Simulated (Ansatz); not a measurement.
LaBRh3 (cubic perovskite, space group No. 221) at seven volumes, plane-wave PAW r²SCAN (Ansatz code), scaled uniformly. One row is withheld.

```
V (Å³/atom)  P (GPa)
-----------  -------
14.045         20.69
14.508         12.62
14.971          5.79
15.434          0.00
15.897         -4.90
16.360         -9.04
16.823             ?
```

Q: Fit the shown pressures and predict the withheld one.

A: P = (3/2)B₀(x^(7/2) − x^(5/2))[1 + (3/4)(B′ − 4)(x − 1)] with x = (V₀/V)^(2/3). Least squares on the six rows gives V₀ = 15.434 Å³/atom, B₀ = 177 GPa, B′ = 4.52. At V = 16.823, x = 0.9442 and P = -12.56 GPa. The run itself gave -12.54 GPa.

Space group Pm-3m (cubic perovskite). The workflow started from an entry of the Crystallography Open Database (COD). Its standing as an ambient phase is unchecked. Symmetry was held in the r²SCAN relaxation; whether a distortion lowers the energy is not shown. The run is not spin-polarised. Scalar-relativistic: spin–orbit coupling is off unless named, which matters more the heavier the elements.

Potentials: the later of the program's two PAW sets.
